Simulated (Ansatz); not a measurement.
Ansatz (a first-principles code) input:

Ansatz 0.2 input:
```yaml
crystal:
  lattice:
    - [0.0, 2.7272620791, 2.7272620791]
    - [2.7272620791, 0.0, 2.7272620791]
    - [2.7272620791, 2.7272620791, 0.0]
  atoms:
    - { symbol: Ca, position: [0.0, 0.0, 0.0] }
kpoints:
  mp_grid: { grid: [27, 27, 27] }
hamiltonian:
  xc: pbesol
  pseudopotentials: { azcp: { folder: ./paw }, kind: paw }
scf:
  occupations: { method: fermi_dirac, width: 0.1 }
elastic: { mode: relaxed_ion, stencil: two_point, amplitude: 0.005, f_tol: 0.0005 }
```

Output (shortened):

```
Pseudopotential: Ca, paw, valence charge 10
Functional definition: PBEsol
Crystal: 1 atoms, lattice volume = 40.571 Å³
Basis set: ecut = 420 eV, 821 PW (Γ), exchange–correlation on 54×54×54 points (8 copies of the dense FFT grid, shifted against one another)
Bands: 9, of which v1, the nominal top of the filled ones, is band 5 counted from 1 (4 counted from 0)
Symmetry: 48 space group operations
Space group: Fm-3m (ITA 225), of the structure as read, at distance tolerance 3.4e-5 Å
k-points: 560 of 19683
SCF iter   1: F=—  HF=-1793.752743 eV  |F-HF|=—  |Δ(HF+E_count)|=         —  Δρ=6.60e-3  dr2=1.53e-2  ethr=3.10e-3  ⟨swp⟩=5.9  Hψ=40634  notcnv=0
preconditioner: auto → none
SCF iter   2: F=—  HF=-1793.753765 eV  |F-HF|=—  |Δ(HF+E_count)|=   1.02e-3  Δρ=4.26e-3  dr2=7.18e-3  ethr=1.53e-4  ⟨swp⟩=1.7  Hψ=9961  notcnv=0
SCF iter   3: F=—  HF=-1793.755259 eV  |F-HF|=—  |Δ(HF+E_count)|=   1.49e-3  Δρ=5.81e-4  dr2=1.42e-4  ethr=7.18e-5  ⟨swp⟩=1.0  Hψ=5040  notcnv=0
SCF iter   4: F=—  HF=-1793.755220 eV  |F-HF|=—  |Δ(HF+E_count)|=   3.87e-5  Δρ=8.92e-5  dr2=3.02e-6  ethr=1.42e-6  ⟨swp⟩=2.0  Hψ=7737  notcnv=0
SCF iter   5: F=—  HF=-1793.755219 eV  |F-HF|=—  |Δ(HF+E_count)|=   1.10e-6  Δρ=1.19e-5  dr2=3.57e-8  ethr=3.02e-8  ⟨swp⟩=2.0  Hψ=7680  notcnv=0
SCF iter   6: F=—  HF=-1793.755219 eV  |F-HF|=—  |Δ(HF+E_count)|=   1.12e-7  Δρ=1.39e-6  dr2=6.72e-10  ethr=3.57e-10  ⟨swp⟩=2.0  Hψ=7359  notcnv=0
SCF iter   7: F=—  HF=-1793.755219 eV  |F-HF|=—  |Δ(HF+E_count)|=  1.30e-10  Δρ=1.09e-7  dr2=1.83e-12  ethr=6.72e-12  ⟨swp⟩=2.0  Hψ=8062  notcnv=0
SCF iter   8: F=-1793.755219 eV  HF=-1793.755219 eV  |F-HF|=9.09e-13  |Δ(HF+E_count)|=  1.36e-12  Δρ=4.14e-9  dr2=1.97e-15  ethr=1.00e-12  ⟨swp⟩=5.0  Hψ=16796  notcnv=0
SCF 1 converged in 8 iterations: F = -1793.755219 eV  dr2 = 1.97e-15
Crystal: 1 atoms, lattice volume = 40.368 Å³
Basis set: ecut = 420 eV, 765 PW (Γ), exchange–correlation on 54×54×54 points (8 copies of the dense FFT grid, shifted against one another)
Symmetry: 16 space group operations
k-points: 1470 of 19683
iter 1 solved again at ethr=1.99e-7 eV; its pass at ethr=3.10e-3 eV (dr2=1.99e-5 eV) is discarded
SCF iter   1: F=—  HF=-1793.755123 eV  |F-HF|=—  |Δ(HF+E_count)|=         —  Δρ=9.11e-5  dr2=3.50e-6  ethr=1.99e-7  ⟨swp⟩=3.2  Hψ=115111  notcnv=0
preconditioner: auto → none
SCF iter   2: F=—  HF=-1793.755123 eV  |F-HF|=—  |Δ(HF+E_count)|=   8.39e-7  Δρ=4.87e-5  dr2=8.72e-7  ethr=3.50e-8  ⟨swp⟩=1.0  Hψ=13333  notcnv=0
SCF iter   3: F=—  HF=-1793.755124 eV  |F-HF|=—  |Δ(HF+E_count)|=   3.45e-7  Δρ=6.88e-6  dr2=1.57e-8  ethr=8.72e-9  ⟨swp⟩=1.5  Hψ=17249  notcnv=0
SCF iter   4: F=—  HF=-1793.755124 eV  |F-HF|=—  |Δ(HF+E_count)|=   4.96e-9  Δρ=1.11e-6  dr2=1.47e-10  ethr=1.57e-10  ⟨swp⟩=2.1  Hψ=20742  notcnv=0
SCF iter   5: F=—  HF=-1793.755124 eV  |F-HF|=—  |Δ(HF+E_count)|=  6.53e-11  Δρ=4.73e-8  dr2=8.12e-13  ethr=1.47e-12  ⟨swp⟩=2.1  Hψ=15757  notcnv=0
SCF iter   6: F=-1793.755124 eV  HF=-1793.755124 eV  |F-HF|=2.27e-13  |Δ(HF+E_count)|=  4.55e-13  Δρ=6.47e-9  dr2=8.34e-15  ethr=1.00e-12  ⟨swp⟩=4.1  Hψ=42527  notcnv=0
SCF 2 converged in 6 iterations: F = -1793.755124 eV  dr2 = 8.34e-15
Crystal: 1 atoms, lattice volume = 40.773 Å³
iter 1 solved again at ethr=1.15e-11 eV; its pass at ethr=3.10e-3 eV (dr2=1.15e-9 eV) is discarded
SCF iter   1: F=—  HF=-1793.755167 eV  |F-HF|=—  |Δ(HF+E_count)|=         —  Δρ=8.99e-6  dr2=1.14e-9  ethr=1.15e-11  ⟨swp⟩=3.4  Hψ=112700  notcnv=0
preconditioner: auto → none
SCF iter   2: F=—  HF=-1793.755168 eV  |F-HF|=—  |Δ(HF+E_count)|=   4.58e-7  Δρ=4.50e-6  dr2=2.95e-10  ethr=1.14e-11  ⟨swp⟩=1.1  Hψ=13388  notcnv=0
SCF iter   3: F=—  HF=-1793.755168 eV  |F-HF|=—  |Δ(HF+E_count)|=   4.36e-8  Δρ=8.26e-8  dr2=2.21e-12  ethr=2.95e-12  ⟨swp⟩=2.5  Hψ=18941  notcnv=0
SCF iter   4: F=-1793.755168 eV  HF=-1793.755168 eV  |F-HF|=2.73e-12  |Δ(HF+E_count)|=  1.59e-12  Δρ=3.47e-8  dr2=8.71e-14  ethr=1.00e-12  ⟨swp⟩=4.6  Hψ=42558  notcnv=0
SCF 3 converged in 4 iterations: F = -1793.755168 eV  dr2 = 8.71e-14
Crystal: 1 atoms, lattice volume = 40.570 Å³
Basis set: ecut = 420 eV, 789 PW (Γ), exchange–correlation on 54×54×54 points (8 copies of the dense FFT grid, shifted against one another)
Symmetry: 8 space group operations
k-points: 2744 of 19683
iter 1 solved again at ethr=1.32e-7 eV; its pass at ethr=3.10e-3 eV (dr2=1.32e-5 eV) is discarded
SCF iter   1: F=—  HF=-1793.755166 eV  |F-HF|=—  |Δ(HF+E_count)|=         —  Δρ=6.61e-5  dr2=1.37e-6  ethr=1.32e-7  ⟨swp⟩=3.2  Hψ=210827  notcnv=0
preconditioner: auto → none
SCF iter   2: F=—  HF=-1793.755167 eV  |F-HF|=—  |Δ(HF+E_count)|=   1.33e-6  Δρ=3.46e-5  dr2=3.49e-7  ethr=1.37e-8  ⟨swp⟩=1.0  Hψ=24758  notcnv=0
SCF iter   3: F=—  HF=-1793.755167 eV  |F-HF|=—  |Δ(HF+E_count)|=   2.09e-7  Δρ=1.01e-6  dr2=1.62e-10  ethr=3.49e-9  ⟨swp⟩=2.0  Hψ=35075  notcnv=0
SCF iter   4: F=—  HF=-1793.755167 eV  |F-HF|=—  |Δ(HF+E_count)|=  1.54e-10  Δρ=4.93e-8  dr2=7.19e-13  ethr=1.62e-12  ⟨swp⟩=2.6  Hψ=40466  notcnv=0
SCF iter   5: F=-1793.755167 eV  HF=-1793.755167 eV  |F-HF|=2.27e-13  |Δ(HF+E_count)|=  1.14e-12  Δρ=1.08e-8  dr2=3.69e-14  ethr=1.00e-12  ⟨swp⟩=4.3  Hψ=79430  notcnv=0
SCF 4 converged in 5 iterations: F = -1793.755167 eV  dr2 = 3.69e-14
Crystal: 1 atoms, lattice volume = 40.570 Å³
iter 1 solved again at ethr=1.64e-11 eV; its pass at ethr=3.10e-3 eV (dr2=1.64e-9 eV) is discarded
SCF iter   1: F=—  HF=-1793.755167 eV  |F-HF|=—  |Δ(HF+E_count)|=         —  Δρ=6.47e-6  dr2=1.67e-9  ethr=1.64e-11  ⟨swp⟩=2.1  Hψ=201023  notcnv=0
preconditioner: auto → none
SCF iter   2: F=—  HF=-1793.755168 eV  |F-HF|=—  |Δ(HF+E_count)|=   5.30e-7  Δρ=3.23e-6  dr2=3.50e-10  ethr=1.64e-11  ⟨swp⟩=1.1  Hψ=25203  notcnv=0
SCF iter   3: F=—  HF=-1793.755167 eV  |F-HF|=—  |Δ(HF+E_count)|=   2.08e-8  Δρ=2.65e-7  dr2=7.74e-12  ethr=3.50e-12  ⟨swp⟩=1.9  Hψ=30133  notcnv=0
SCF iter   4: F=-1793.755167 eV  HF=-1793.755167 eV  |F-HF|=4.32e-12  |Δ(HF+E_count)|=  9.89e-11  Δρ=5.14e-8  dr2=7.99e-14  ethr=1.00e-12  ⟨swp⟩=3.2  Hψ=101040  notcnv=0
SCF 5 converged in 4 iterations: F = -1793.755167 eV  dr2 = 7.99e-14
SCF converged after 8 iterations
Free energy (F): -1793.755219 eV
Harris-Foulkes:  -1793.755219 eV  (|F-HF|=9.09e-13)
Internal energy: -1793.715075 eV  (E = F + TS)
E sigma→0 (E₀):  -1793.735147 eV
Entropy (-TS):   -0.040144 eV (-40.144 meV/atom)
Fermi energy:    5.164190 eV
--- Per-component energies (eV) ---
  E_band       = -171.369924
  E_kinetic    = 251.685313
  E_local      = -839.876063  (includes V_loc(G=0)·N_el)
  E_nonlocal   = 91.263554
  E_hartree    = 276.974984
  E_xc         = -125.073547
  E_vxc        = -155.957033  (∫ρ·V_xc dr)
  E_paw        = -843.618849  (= ΣΔE_a)
  E_vpaw       = -72.435661  (= ΣTr[D̂ρ^β])
  E_aug_tail   = -0.000005  (compensation charges beyond the density's cutoff)
  E_ewald      = -605.189257
  E_core_change = 0.118794  (= ΣΔE_core)
  E_smearing   = -0.040144  (= −TS)
  E_closure    = 0.000000  (closes the sum)
  Σ components = -1793.755219   (vs F -1793.755219, Δ=0.00e0)
  [band-id]    e_kinetic+e_local+e_nonlocal+2·e_hartree+e_vxc+e_vpaw+e_augmentation_tail = -171.369925   (vs E_band -171.369924, Δ=-1.04e-6)
--- Forces (eV/Å), atoms counted from 1 ---
  atom   1  Ca     0.00000000     0.00000000     0.00000000
  max |Σ_I F_I| component: 0.0 eV/Å
--- Stress (GPa, compression-positive) ---
        0.017265       0.000000       0.000000
        0.000000       0.017265       0.000000
        0.000000       0.000000       0.017265
  P = ⅓ Tr σ = 0.0173 GPa (0.173 kbar)
--- Band table (eV; the first three rows and the last of 560) ---
  k-point 0: bands = ["-36.5899", "-17.5771", "-17.5771", "-17.5771", "1.0641", "7.5471", "7.5471", "7.5471", "8.6768"]
  k-point 1: bands = ["-36.5897", "-17.5793", "-17.5774", "-17.5774", "1.0884", "7.5198", "7.5570", "7.5570", "8.6677"]
  k-point 2: bands = ["-36.5890", "-17.5859", "-17.5783", "-17.5783", "1.1612", "7.4405", "7.5850", "7.5850", "8.6431"]
  k-point 559: bands = ["-36.5677", "-17.6856", "-17.6809", "-17.6371", "5.3338", "5.8503", "5.8864", "7.8286", "9.5758"]
--- Elastic constants: 2 strain directions × 2 members + reference (group order 48) ---
  dense FFT box of the reference and of every strained cell: 27×27×27
  strains applied: 11, 23; error gains: componentwise 1.00 (the most a stress slope's error grows in a printed constant), spectral 1.73 (1 for all six strains …
  C = ∂σ_k/∂η_j (tension-positive GPa; Voigt order 11 22 33 23 13 12):
        23.068     15.687     15.687      0.000      0.000      0.000
        15.687     23.068     15.687      0.000      0.000      0.000
        15.687     15.687     23.068      0.000      0.000      0.000
         0.000      0.000      0.000     16.204      0.000      0.000
         0.000      0.000      0.000      0.000     16.204      0.000
         0.000      0.000      0.000      0.000      0.000     16.204
  reference stress σ⁰ (GPa):     -0.017     -0.017     -0.017      0.000      0.000      0.000
  C* (energy form; C + prestress term) asymmetry max|C*_kj − C*_jk| = 1.066e-14 GPa — a small one proves nothing (zero by symmetry where the batch's group is …
  moduli (Voigt/Reuss/Hill, GPa): K = 18.15/18.15/18.15   G = 11.20/6.88/9.04   E = 23.25   ν = 0.286
  mechanically stable: yes (min eigenvalue of sym C = 7.38 GPa)
  where every solve meets its electron count the energy-path curvature estimates C_jj along a normal strain and C_jj − ¼(σ⁰_aa + σ⁰_bb) along a shear (ab), of …
  strain η (Voigt 11):  stress-route row diagonal C_11 = 23.07 GPa, energy-path curvature d²(F+E_count+ΔE)/dδ²/Ω₀ = 23.07 GPa
         δ    σ_11 (GPa)             F (eV)   n_scf  n_hpsi   n_pw
    -5.000e-3      -0.1329       -1793.7551238       6  245021    817   relax 0 steps, max|allowed force component| 0.00e0 eV/Å
     5.000e-3       0.0977       -1793.7551678       4  207851    822   relax 0 steps, max|allowed force component| 0.00e0 eV/Å
  strain η (Voigt 23):  stress-route row diagonal C_44 = 16.20 GPa, energy-path curvature d²(F+E_count+ΔE)/dδ²/Ω₀ = 16.21 GPa
         δ    σ_23 (GPa)             F (eV)   n_scf  n_hpsi   n_pw
    -5.000e-3      -0.0810       -1793.7551675       5  428398    817   relax 0 steps, max|allowed force component| 0.00e0 eV/Å
     5.000e-3       0.0810       -1793.7551675       4  395239    817   relax 0 steps, max|allowed force component| 0.00e0 eV/Å
```

Cost: around 5 core-minutes (rough) on shared cores.

The PBEsol relaxation kept the symmetry of its start. As this level gives no gap, shear constants depend on the k-mesh and smearing (Fermi–Dirac, 0.1 eV here).

Potentials: the earlier of the program's two PAW sets. The files were generated under PBE; for other functionals the program regenerates the frozen cores, and for LDA and PBEsol the local potential too.

Ansatz is a plane-wave DFT program.
